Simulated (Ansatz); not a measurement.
Here is the system:

Si:
```xyz
4
Lattice="-3.1934 3.1934 3.1934 3.1934 -3.1934 3.1934 3.1934 3.1934 -3.1934" Properties=species:S:1:pos:R:3 pbc="T T T"
Si     0.7984     0.7984     0.7984
Si    -0.7984     2.3951     0.7984
Si     2.3951     0.7984    -0.7984
Si     0.7984    -0.7984     2.3951
```

This is the r²SCAN-relaxed structure.

Q: All from r²SCAN (plane waves, PAW; program Ansatz), unless another level is named. Estimate the bulk modulus (Birch–Murnaghan fit).

A: 49.6 GPa.

Q: What about the elastic constants (relaxed ions, GPa)?

A: C11 = 44.9, C12 = 52.3, C44 = -15.3.

Space group I4_132. The start of the workflow was typed in or built on a structure type; neither database checked (COD, Materials Project) lists it. It is not the phase usual at ambient conditions (space group No. 227). The r²SCAN relaxation kept the symmetry of its start. At this level the phase is mechanically unstable. As this level gives no gap, shear constants depend on the k-mesh and smearing (Fermi–Dirac, 0.1 eV here).

Potentials: the later of the program's two PAW sets.
